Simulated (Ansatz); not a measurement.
Each is relaxed and computed with plane-wave PAW r²SCAN (Ansatz code). Which is the only metal?
(A) Ta5Ge3, I4/mcm (Ta on 16l, Ta on 4c, Ge on 8h, Ge on 4a)
(B) Ta3N5, Cmcm (Pearson symbol oS32)
(C) TaAsO5, Pnma (Pearson symbol oP28)
(D) GeTePt, P2_13 (Ge on 4a, Te on 4a, Pt on 4a)

A, Ta5Ge3, I4/mcm (Ta on 16l, Ta on 4c, Ge on 8h, Ge on 4a). Ta5Ge3: metal; GeTePt: gap 0.37 eV (indirect); TaAsO5: gap 3.71 eV (direct); Ta3N5: gap 1.60 eV (indirect). Standing as an ambient phase not checked: Ta5Ge3, I4/mcm (Ta on 16l, Ta on 4c, Ge on 8h, Ge on 4a); GeTePt, P2_13 (Ge on 4a, Te on 4a, Pt on 4a); TaAsO5, Pnma (Pearson symbol oP28); Ta3N5, Cmcm (Pearson symbol oS32). All cells were relaxed under the symmetry of their starts (and spin orders); stability against distortions was not tested throughout. Rows with no word on spin ran without spin polarisation. Scalar-relativistic: spin–orbit coupling is off unless named, which matters more the heavier the elements.

Potentials: the earlier of the program's two PAW sets.
